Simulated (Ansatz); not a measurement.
# Is this Sc₂GaBiO₂ structure a true minimum?

It was reached by relaxing an invented guess, and it needn't be the stable form of this composition.

Method: DFT PBE, scalar-relativistic, plane waves, PAW (Ansatz). Plane waves to 420 eV, a k mesh through Γ of 8×8×4 on the computed 6-atom cell and Gaussian smearing (0.10 eV); no spin polarisation.

The cell below (6 atoms, space group P4mm (No. 99)) is relaxed within its symmetry.

```yaml
crystal:
  lattice:
    - [3.81385, 0.00000, 0.00000]
    - [0.00000, 3.81385, 0.00000]
    - [0.00000, 0.00000, 7.18084]
  atoms:
    - { symbol: Sc, position: [0.00000, 0.00000, 0.65990] }
    - { symbol: Sc, position: [0.50000, 0.50000, 0.91459] }
    - { symbol: Ga, position: [0.50000, 0.50000, 0.38754] }
    - { symbol: Bi, position: [0.00000, 0.00000, 0.21426] }
    - { symbol: O, position: [0.50000, 0.00000, 0.79103] }
    - { symbol: O, position: [0.00000, 0.50000, 0.79103] }
```

For the test a repeat of it with 12 atoms (edges 3.81, 3.81, 14.36 Å) was strained at random (σ = 1.5 % a component), the atoms were moved at random (σ = 0.05 Å), and all was relaxed again on a coarse 6×6×2 mesh (in the run’s order of axes) with 0.20 eV smearing, with no symmetry imposed.

These runs have no spin–orbit coupling, which can matter for Bi.

Q: What happens?

A: It returns, within 1 meV/atom of the unmoved cell on that mesh and with the same symmetry when read at 0.1 Å (Cc at 0.01 Å, so small strains and shifts remain). So it is stable against the distortions that fit this cell and that this random move excites. Modes that don't fit the cell aren't tested.
